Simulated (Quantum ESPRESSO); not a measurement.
# Si2AlO5F: one run as intended and one with a planted mistake

Computed values, not a measurement. The program is pw.x of Quantum ESPRESSO 7.5 (plane-wave density functional theory). The cell is made up: 9 atoms on a quartz lattice, with randomly drawn elements, strain and displacements, not relaxed. PseudoDojo standard norm-conserving files (v0.5 for PBE, v0.4.1 for LDA and PBEsol) set the functional; there is no spin polarisation, spin-orbit coupling or dispersion term, and the masses in the input are unused placeholders.

Intended input:

```
&control calculation='scf', pseudo_dir='./dojo.nc.sr.pbe.v0_5.standard.upf', outdir='./o', disk_io='low', tprnfor=.true., tstress=.true. /
&system ibrav=0, nat=9, ntyp=4, nbnd=30, ecutwfc=84.00895049, nosym=.true., tot_charge=0,
 occupations='smearing', smearing='fd', degauss=0.0018374661
/
&electrons conv_thr=7.350e-09, electron_maxstep=60, /
ATOMIC_SPECIES
Al 1.0 Al.upf
F 1.0 F.upf
O 1.0 O.upf
Si 1.0 Si.upf
CELL_PARAMETERS angstrom
5.0453 -0.0713 -0.0627
-2.5844 4.5065 0.0135
-0.0692 -0.0228 5.5582
ATOMIC_POSITIONS angstrom
Si 2.3534 -0.0428 3.6429
Al -1.2483 2.0695 1.9366
Si 1.4443 2.3899 0.0318
O 1.333 1.1141 4.4009
O 3.2042 0.61 2.4003
O 2.857 2.6233 0.5944
O 0.2422 1.7284 1.3065
O -1.1955 3.1825 2.9981
F 0.6798 3.7151 4.845
K_POINTS automatic
5 5 4 1 1 1
```

The log is shortened where brackets say so; the opening notice, blank lines, dates and the lines on written files are dropped, and the path of the files is cut. It prints rydbergs, bohrs and kilobars, and counts compression as positive stress. Where no state is partly filled, the Fermi energy that it prints is only some level between the filled and the empty states on the mesh, and need not lie in the true gap.

Log of the intended run:

```
     Program PWSCF v.7.5
     Parallel version (MPI & OpenMP), running on       4 processor cores
     Number of MPI processes:                 4
     Threads/MPI process:                     1
     [start-up lines left out]
     bravais-lattice index     =            0
     lattice parameter (alat)  =       9.5359  a.u.
     unit-cell volume          =     845.7620 (a.u.)^3
     number of atoms/cell      =            9
     number of atomic types    =            4
     number of electrons       =        48.00
     number of Kohn-Sham states=           30
     kinetic-energy cutoff     =      84.0090  Ry
     charge density cutoff     =     336.0358  Ry
     scf convergence threshold =      7.3E-09
     mixing beta               =       0.7000
     number of iterations used =            8  plain     mixing
     Exchange-correlation= PBE
                           (   1   4   3   4   0   0   0)
     [axes and pseudopotential details left out]
   Cartesian axes
     site n.     atom                  positions (alat units)
         1        Si     tau(   1) = (   0.4663714  -0.0084816   0.7219105  )
         2        Al     tau(   2) = (  -0.2473746   0.4101111   0.3837744  )
         3        Si     tau(   3) = (   0.2862157   0.4736045   0.0063018  )
         4        O      tau(   4) = (   0.2641595   0.2207803   0.8721228  )
         5        O      tau(   5) = (   0.6349737   0.1208832   0.4756655  )
         6        O      tau(   6) = (   0.5661694   0.5198572   0.1177918  )
         7        O      tau(   7) = (   0.0479966   0.3425156   0.2589080  )
         8        O      tau(   8) = (  -0.2369113   0.6306734   0.5941310  )
         9        F      tau(   9) = (   0.1347154   0.7362183   0.9601297  )
     number of k points=    50  Fermi-Dirac smearing, width (Ry)=  0.0018
                       cart. coord. in units 2pi/alat
        k(    1) = (   0.1038722   0.1711989   0.1154808), wk =   0.0400000
        k(    2) = (   0.1067067   0.1721444   0.3424906), wk =   0.0400000
     [further k points left out]
     Dense  grid:    87963 G-vectors     FFT dimensions: (  60,  60,  64)
     Estimated max dynamical RAM per process >     179.32 MB
     Estimated total dynamical RAM >     652.86 MB
     Initial potential from superposition of free atoms
     starting charge      47.9963, renormalised to      48.0000
     Starting wfcs are   36 randomized atomic wfcs
     total cpu time spent up to now is        6.0 secs
     per-process dynamical memory:   136.5 Mb
     Self-consistent Calculation
     iteration #  1     ecut=    84.01 Ry     beta= 0.70
     Davidson diagonalization with overlap
     ethr =  1.00E-02,  avg # of iterations =  3.0
     total cpu time spent up to now is       15.9 secs
     total energy              =    -235.56086357 Ry
     estimated scf accuracy    <       2.87573544 Ry
     iteration #  2     ecut=    84.01 Ry     beta= 0.70
     Davidson diagonalization with overlap
     ethr =  5.99E-03,  avg # of iterations =  2.2
     total cpu time spent up to now is       25.0 secs
     total energy              =    -236.08519806 Ry
     estimated scf accuracy    <       3.45716619 Ry
     [iterations 3 to 10 left out]
     iteration # 11     ecut=    84.01 Ry     beta= 0.70
     Davidson diagonalization with overlap
     ethr =  5.12E-10,  avg # of iterations =  2.0
     total cpu time spent up to now is      117.9 secs
     total energy              =    -236.82151524 Ry
     estimated scf accuracy    <       0.00000002 Ry
     iteration # 12     ecut=    84.01 Ry     beta= 0.70
     Davidson diagonalization with overlap
     ethr =  4.26E-11,  avg # of iterations =  2.4
     total cpu time spent up to now is      130.8 secs
     End of self-consistent calculation
     [lines on levels left out]
     the Fermi energy is     4.5733 ev
!    total energy              =    -236.82151524 Ry
     estimated scf accuracy    <          5.1E-09 Ry
     smearing contrib. (-TS)   =       0.00000000 Ry
     internal energy E=F+TS    =    -236.82151524 Ry
     The total energy is F=E-TS. E is the sum of the following terms:
     one-electron contribution =    -121.95109299 Ry
     hartree contribution      =      85.72750435 Ry
     xc contribution           =     -61.98757636 Ry
     ewald contribution        =    -138.61035025 Ry
     convergence has been achieved in  12 iterations
     Forces acting on atoms (cartesian axes, Ry/au):
     atom    1 type  4   force =    -0.18447190    0.03014438   -0.18586072
     atom    2 type  1   force =     0.03366333   -0.03609525   -0.17562370
     atom    3 type  4   force =    -0.12960486   -0.24689035    0.11295949
     atom    4 type  3   force =     0.05962645    0.00095559    0.01504602
     atom    5 type  3   force =    -0.09943748   -0.20896738    0.15641823
     atom    6 type  3   force =    -0.01981493    0.05215231   -0.06124894
     atom    7 type  3   force =     0.22084240    0.06226758   -0.18894876
     atom    8 type  3   force =     0.09501730    0.32570639    0.30933158
     atom    9 type  2   force =     0.02417969    0.02072671    0.01792680
     Total force =     0.763170     Total SCF correction =     0.000064
     Computing stress (Cartesian axis) and pressure
          total   stress  (Ry/bohr**3)                   (kbar)     P=       34.66
   0.00014130  -0.00019652   0.00050147           20.79      -28.91       73.77
  -0.00019652   0.00040779   0.00006746          -28.91       59.99        9.92
   0.00050147   0.00006746   0.00015765           73.77        9.92       23.19
     init_run     :      5.59s CPU      5.81s WALL (       1 calls)
     electrons    :    124.03s CPU    124.92s WALL (       1 calls)
     forces       :      1.54s CPU      1.55s WALL (       1 calls)
     stress       :      5.25s CPU      5.26s WALL (       1 calls)
     [timing details left out]
     PWSCF        :   2m16.65s CPU   2m17.81s WALL
     JOB DONE.
```

A second run has one planted mistake: the cell and the positions are scaled by a wrong factor. The input lines that differ, file-writing options aside:

```
- 5.0453 -0.0713 -0.0627
+ 4.9494 -0.0699 -0.0615
- -2.5844 4.5065 0.0135
+ -2.5353 4.4209 0.0132
- -0.0692 -0.0228 5.5582
+ -0.0679 -0.0224 5.4526
- Si 2.3534 -0.0428 3.6429
+ Si 2.3087 -0.042 3.5737
- Al -1.2483 2.0695 1.9366
+ Al -1.2246 2.0302 1.8998
- Si 1.4443 2.3899 0.0318
+ Si 1.4169 2.3445 0.0312
- O 1.333 1.1141 4.4009
+ O 1.3077 1.0929 4.3173
- O 3.2042 0.61 2.4003
+ O 3.1433 0.5984 2.3547
- O 2.857 2.6233 0.5944
+ O 2.8027 2.5735 0.5831
- O 0.2422 1.7284 1.3065
+ O 0.2376 1.6956 1.2817
- O -1.1955 3.1825 2.9981
+ O -1.1728 3.122 2.9411
- F 0.6798 3.7151 4.845
+ F 0.6669 3.6445 4.7529
```

Its log:

```
     Program PWSCF v.7.5
     Parallel version (MPI & OpenMP), running on       4 processor cores
     Number of MPI processes:                 4
     Threads/MPI process:                     1
     [start-up lines left out]
     bravais-lattice index     =            0
     lattice parameter (alat)  =       9.3547  a.u.
     unit-cell volume          =     798.4666 (a.u.)^3
     number of atoms/cell      =            9
     number of atomic types    =            4
     number of electrons       =        48.00
     number of Kohn-Sham states=           30
     kinetic-energy cutoff     =      84.0090  Ry
     charge density cutoff     =     336.0358  Ry
     scf convergence threshold =      7.3E-09
     mixing beta               =       0.7000
     number of iterations used =            8  plain     mixing
     Exchange-correlation= PBE
                           (   1   4   3   4   0   0   0)
     [axes and pseudopotential details left out]
   Cartesian axes
     site n.     atom                  positions (alat units)
         1        Si     tau(   1) = (   0.4663781  -0.0084844   0.7219194  )
         2        Al     tau(   2) = (  -0.2473802   0.4101186   0.3837766  )
         3        Si     tau(   3) = (   0.2862265   0.4736100   0.0063027  )
         4        O      tau(   4) = (   0.2641671   0.2207756   0.8721333  )
         5        O      tau(   5) = (   0.6349747   0.1208822   0.4756705  )
         6        O      tau(   6) = (   0.5661705   0.5198700   0.1177914  )
         7        O      tau(   7) = (   0.0479973   0.3425264   0.2589149  )
         8        O      tau(   8) = (  -0.2369161   0.6306720   0.5941285  )
         9        F      tau(   9) = (   0.1347198   0.7362216   0.9601284  )
     number of k points=    50  Fermi-Dirac smearing, width (Ry)=  0.0018
                       cart. coord. in units 2pi/alat
        k(    1) = (   0.1038704   0.1711973   0.1154811), wk =   0.0400000
        k(    2) = (   0.1067046   0.1721448   0.3424888), wk =   0.0400000
     [further k points left out]
     Dense  grid:    83037 G-vectors     FFT dimensions: (  60,  60,  64)
     Estimated max dynamical RAM per process >     170.52 MB
     Estimated total dynamical RAM >     621.25 MB
     Initial potential from superposition of free atoms
     starting charge      47.9963, renormalised to      48.0000
     Starting wfcs are   36 randomized atomic wfcs
     total cpu time spent up to now is        9.8 secs
     per-process dynamical memory:   130.2 Mb
     Self-consistent Calculation
     iteration #  1     ecut=    84.01 Ry     beta= 0.70
     Davidson diagonalization with overlap
     ethr =  1.00E-02,  avg # of iterations =  3.0
     total cpu time spent up to now is       26.9 secs
     total energy              =    -235.54236705 Ry
     estimated scf accuracy    <       2.91650977 Ry
     iteration #  2     ecut=    84.01 Ry     beta= 0.70
     Davidson diagonalization with overlap
     ethr =  6.08E-03,  avg # of iterations =  2.1
     total cpu time spent up to now is       44.9 secs
     total energy              =    -236.15617315 Ry
     estimated scf accuracy    <       3.01846143 Ry
     [iterations 3 to 10 left out]
     iteration # 11     ecut=    84.01 Ry     beta= 0.70
     Davidson diagonalization with overlap
     ethr =  3.32E-10,  avg # of iterations =  2.0
     total cpu time spent up to now is      175.1 secs
     total energy              =    -236.79537522 Ry
     estimated scf accuracy    <          7.8E-09 Ry
     iteration # 12     ecut=    84.01 Ry     beta= 0.70
     Davidson diagonalization with overlap
     ethr =  1.62E-11,  avg # of iterations =  3.0
     total cpu time spent up to now is      186.6 secs
     End of self-consistent calculation
     [lines on levels left out]
     the Fermi energy is     5.2426 ev
!    total energy              =    -236.79537522 Ry
     estimated scf accuracy    <          5.0E-09 Ry
     smearing contrib. (-TS)   =       0.00000000 Ry
     internal energy E=F+TS    =    -236.79537522 Ry
     The total energy is F=E-TS. E is the sum of the following terms:
     one-electron contribution =    -117.54341305 Ry
     hartree contribution      =      84.33863885 Ry
     xc contribution           =     -62.29617652 Ry
     ewald contribution        =    -141.29442450 Ry
     convergence has been achieved in  12 iterations
     Forces acting on atoms (cartesian axes, Ry/au):
     atom    1 type  4   force =    -0.19861820    0.02743837   -0.18523608
     atom    2 type  1   force =     0.03327455   -0.04464204   -0.20303389
     atom    3 type  4   force =    -0.16953744   -0.26021904    0.11360850
     atom    4 type  3   force =     0.04714825    0.00171626    0.01035058
     atom    5 type  3   force =    -0.10076435   -0.24471429    0.15077022
     atom    6 type  3   force =     0.01567956    0.07569371   -0.06655890
     atom    7 type  3   force =     0.25736844    0.05322891   -0.20222705
     atom    8 type  3   force =     0.08530730    0.36152685    0.35492182
     atom    9 type  2   force =     0.03014190    0.02997128    0.02740479
     Total force =     0.842724     Total SCF correction =     0.000059
     Computing stress (Cartesian axis) and pressure
          total   stress  (Ry/bohr**3)                   (kbar)     P=      131.80
   0.00080181  -0.00017212   0.00055646          117.95      -25.32       81.86
  -0.00017212   0.00109719   0.00012112          -25.32      161.40       17.82
   0.00055646   0.00012112   0.00078888           81.86       17.82      116.05
     init_run     :      8.97s CPU      9.32s WALL (       1 calls)
     electrons    :    175.83s CPU    176.84s WALL (       1 calls)
     forces       :      1.37s CPU      1.38s WALL (       1 calls)
     stress       :      6.30s CPU      6.30s WALL (       1 calls)
     [timing details left out]
     PWSCF        :   3m13.01s CPU   3m14.43s WALL
     JOB DONE.
```

```
                                            intended run  run with the mistake
                          free energy (eV)     -3222.121             -3221.765
                    smearing term -TS (eV)        0.0000                0.0000
                            pressure (GPa)          3.47                 13.18
            largest force component (eV/Å)         8.374                 9.295
largest change of a force component (eV/Å)                               1.172
                                iterations            12                    12
```

For scale, a rerun of the intended cell at 1437 eV and a 7 x 7 x 6 mesh moved values by no more than 0.003 eV in energy, 0.02 GPa in stress and 0.002 eV/Å in force.